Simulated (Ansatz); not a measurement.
Input file for Ansatz (an electronic-structure program):

Ansatz 0.2 input:
```yaml
crystal:
  lattice:
    - [3.974086054, 0.0, 0.0]
    - [-1.987043027, 3.4416594796, 0.0]
    - [0.0, 0.0, 5.1595041723]
  atoms:
    - { symbol: Ni, position: [0.0, 0.0, 0.0] }
    - { symbol: Ni, position: [0.0, 0.0, 0.5] }
    - { symbol: Sb, position: [0.3333333333, 0.6666666667, 0.25] }
    - { symbol: Sb, position: [0.6666666667, 0.3333333333, 0.75] }
kpoints:
  mp_grid: { grid: [9, 9, 6] }
  band_path:
    path:
      - [[0.0, 0.0, 0.0], [0.5, 0.0, 0.0], [0.3333333333, 0.3333333333, 0.0], [0.0, 0.0, 0.0], [0.0, 0.0, 0.5], [0.5, 0.0, 0.5], [0.3333333333, 0.3333333333, 0.5], [0.0, 0.0, 0.5]]  # Γ-M-K-Γ-A-L-H-A
      - [[0.5, 0.0, 0.5], [0.5, 0.0, 0.0]]  # L-M
      - [[0.3333333333, 0.3333333333, 0.5], [0.3333333333, 0.3333333333, 0.0]]  # H-K
    npoints: 8
basis: { xc_grid: 2 }
hamiltonian:
  xc: pbe
  pseudopotentials: { kind: paw }
magnetization: { noncollinear: true, spin_orbit: true }
scf:
  n_extra_bands: 12
  convergence: { dr2_threshold: 0.0000000001 }
  occupations: { method: gaussian, width: 0.05 }
output: { eigenvalues: true }
```

Output (shortened):

```
Pseudopotential: Ni, paw_fr, valence charge 18
Pseudopotential: Sb, paw_fr, valence charge 15
Functional definition: PBE
non-collinear run that drives no moment, with spin-orbit …
Crystal: 4 atoms, lattice volume = 70.569 Å³
Basis set: ecut = 420 eV, 1409 PW (Γ), exchange–correlation on 54×54×72 points (8 copies of the dense FFT grid, shifted against one another)
Bands: 78, of which v1, the nominal top of the filled ones, is band 66 counted from 1 (65 counted from 0)
Symmetry: 24 space group operations + 24 with time reversal
k-points: 48 of 486
Projection manifold: j_resolved (fully-relativistic pseudo-atomic orbitals)
SCF iter   1: F=—  HF=-24659.681279 eV  |F-HF|=—  |Δ(HF+E_count)|=         —  Δρ=2.16e-1  dr2=3.06e1  dr2_m=0.00e0 (ungated)  ethr=3.10e-3  |M|=0.00e0 ∫|m|=0.00e0 μB  |m|>n=0.0e0 m-floor=0.0e0 τ_xc=0.0e0  β_m=0.30  ⟨swp⟩=8.1  Hψ=9019  notcnv=0  defer=62
preconditioner: auto → Kerker (q_TF=auto, 2.698 Å⁻¹)
spin=Noncollinear: Kerker preconditioning applied to the charge; magnetization (m_x, m_y, m_z) channels mix plain (no charge-response kernel on spin).
SCF iter   2: F=—  HF=-24656.068092 eV  |F-HF|=—  |Δ(HF+E_count)|=    3.61e0  Δρ=5.56e-2  dr2=1.88e0  dr2_m=0.00e0 (ungated)  ethr=3.10e-3  |M|=0.00e0 ∫|m|=0.00e0 μB  |m|>n=0.0e0 m-floor=0.0e0 τ_xc=0.0e0  β_m=0.29  ⟨swp⟩=3.9  Hψ=4150  notcnv=0  defer=296
SCF iter   3: F=—  HF=-24655.526579 eV  |F-HF|=—  |Δ(HF+E_count)|=   5.42e-1  Δρ=3.64e-2  dr2=2.13e0  dr2_m=0.00e0 (ungated)  ethr=2.85e-3  |M|=0.00e0 ∫|m|=0.00e0 μB  |m|>n=0.0e0 m-floor=0.0e0 τ_xc=0.0e0  β_m=0.48  ⟨swp⟩=2.1  Hψ=2787  notcnv=0  defer=294
SCF iter   4: F=—  HF=-24654.945355 eV  |F-HF|=—  |Δ(HF+E_count)|=   5.81e-1  Δρ=4.87e-2  dr2=1.05e0  dr2_m=0.00e0 (ungated)  ethr=2.85e-3  |M|=0.00e0 ∫|m|=0.00e0 μB  |m|>n=0.0e0 m-floor=0.0e0 τ_xc=0.0e0  β_m=0.74  ⟨swp⟩=2.6  Hψ=2809  notcnv=0  defer=298
SCF iter   5: F=—  HF=-24654.930447 eV  |F-HF|=—  |Δ(HF+E_count)|=   1.49e-2  Δρ=1.49e-2  dr2=2.31e-1  dr2_m=0.00e0 (ungated)  ethr=1.59e-3  |M|=0.00e0 ∫|m|=0.00e0 μB  |m|>n=0.0e0 m-floor=0.0e0 τ_xc=0.0e0  β_m=0.67  ⟨swp⟩=2.1  Hψ=2354  notcnv=0  defer=280
SCF iter   6: F=—  HF=-24654.920168 eV  |F-HF|=—  |Δ(HF+E_count)|=   1.03e-2  Δρ=1.80e-2  dr2=2.54e-1  dr2_m=0.00e0 (ungated)  ethr=3.50e-4  |M|=0.00e0 ∫|m|=0.00e0 μB  |m|>n=0.0e0 m-floor=0.0e0 τ_xc=0.0e0  β_m=0.84  ⟨swp⟩=2.1  Hψ=1910  notcnv=0  defer=276
SCF iter   7: F=—  HF=-24654.888959 eV  |F-HF|=—  |Δ(HF+E_count)|=   3.12e-2  Δρ=5.54e-3  dr2=2.31e-2  dr2_m=0.00e0 (ungated)  ethr=3.50e-4  |M|=0.00e0 ∫|m|=0.00e0 μB  |m|>n=0.0e0 m-floor=0.0e0 τ_xc=0.0e0  β_m=0.85  ⟨swp⟩=2.0  Hψ=1967  notcnv=0  defer=276
SCF iter   8: F=—  HF=-24654.886717 eV  |F-HF|=—  |Δ(HF+E_count)|=   2.24e-3  Δρ=5.18e-4  dr2=1.69e-4  dr2_m=0.00e0 (ungated)  ethr=3.50e-5  |M|=0.00e0 ∫|m|=0.00e0 μB  |m|>n=0.0e0 m-floor=0.0e0 τ_xc=0.0e0  β_m=0.93  ⟨swp⟩=1.8  Hψ=2304  notcnv=0  defer=276
SCF iter  15: F=-24654.886731 eV  HF=-24654.886731 eV  |F-HF|=7.28e-12  |Δ(HF+E_count)|=  1.82e-11  Δρ=1.28e-7  dr2=6.69e-12  dr2_m=0.00e0 (ungated)  ethr=1.00e-12  |M|=0.00e0 ∫|m|=0.00e0 μB  |m|>n=0.0e0 m-floor=0.0e0 τ_xc=0.0e0  ⟨swp⟩=10.1  Hψ=6043  notcnv=0
SCF 1 converged in 15 iterations: F = -24654.886731 eV  dr2 = 6.69e-12
NSCF: frozen V_eff on 75 k-points
SCF converged after 15 iterations
Magnetization: |M| = 0.0000 μB,  M = (+0.0000, +0.0000, +0.0000) μB
Absolute magnetization: 0.0000 μB (∫|m|)
  site 0: m = (+0.0000, +0.0000, +0.0000) μB, |m| = 0.0000 μB  (R = 1.06 Å)
  site 1: m = (+0.0000, +0.0000, +0.0000) μB, |m| = 0.0000 μB  (R = 1.06 Å)
  site 2: m = (+0.0000, +0.0000, +0.0000) μB, |m| = 0.0000 μB  (R = 1.09 Å)
  site 3: m = (+0.0000, +0.0000, +0.0000) μB, |m| = 0.0000 μB  (R = 1.09 Å)
Free energy (F): -24654.886731 eV
Harris-Foulkes:  -24654.886731 eV  (|F-HF|=7.28e-12)
Internal energy: -24654.883429 eV  (E = F + TS)
E sigma→0 (E₀):  -24654.885080 eV
Entropy (-TS):   -0.003302 eV (-0.826 meV/atom)
Fermi energy:    14.664040 eV
--- Per-component energies (eV) ---
  E_band       = -896.591204
  E_kinetic    = 986.073735
  E_local      = -11216.604504  (includes V_loc(G=0)·N_el)
  E_nonlocal   = 2008.165089
  E_hartree    = 4900.978275
  E_xc         = -447.693905
  E_vxc        = -412.885802  (∫ρ·V_xc dr)
  E_paw        = -12428.888554  (= ΣΔE_a)
  E_vpaw       = -2063.297086  (= ΣTr[D̂ρ^β])
  E_aug_tail   = 0.001026  (compensation charges beyond the density's cutoff)
  E_ewald      = -8456.914591
  E_smearing   = -0.003302  (= −TS)
  E_closure    =  0.000000  (closes the sum)
  Σ components = -24654.886731   (vs F -24654.886731, Δ=0.00e0)
  [band-id]    e_kinetic+e_local+e_nonlocal+2·e_hartree+e_vxc+e_vpaw+e_augmentation_tail = -896.590993   (vs E_band -896.591204, Δ=2.11e-4)
--- Band table (eV; the first three rows and the last of 48) ---
  k-point 0: bands = ["-88.5133", "-88.5133", "-88.5063", "-88.5063", "-50.4209", "-50.4209", "-50.4019", "-50.4019", "-48.2389", "-48.2389", "-48.2313", "-48.2313", "-48.2312", "-48.2312", "-48.1774", "-48.1774", "-15.2314", "-15.2314", "-15.2069", …
  k-point 1: bands = ["-88.5129", "-88.5129", "-88.5068", "-88.5068", "-50.4196", "-50.4196", "-50.4031", "-50.4031", "-48.2384", "-48.2384", "-48.2317", "-48.2317", "-48.2277", "-48.2277", "-48.1810", "-48.1810", "-15.2298", "-15.2298", "-15.2085", …
  k-point 2: bands = ["-88.5116", "-88.5116", "-88.5081", "-88.5081", "-50.4161", "-50.4161", "-50.4065", "-50.4065", "-48.2370", "-48.2370", "-48.2331", "-48.2331", "-48.2180", "-48.2180", "-48.1910", "-48.1910", "-15.2252", "-15.2252", "-15.2129", …
  k-point 47: bands = ["-88.5098", "-88.5098", "-88.5098", "-88.5098", "-50.4114", "-50.4114", "-50.4113", "-50.4113", "-48.2354", "-48.2354", "-48.2353", "-48.2353", "-48.2046", "-48.2046", "-48.2046", "-48.2046", "-15.2203", "-15.2203", "-15.2180", …
```

Cost: about 2.7 core-minutes (a rough figure) on shared cores.

Space group P6_3/mmc (NiAs type). The PBE relaxation kept the symmetry of its start. No spin polarisation was allowed.

Potentials: the later of the program's two PAW sets.

Ansatz is a plane-wave DFT program.
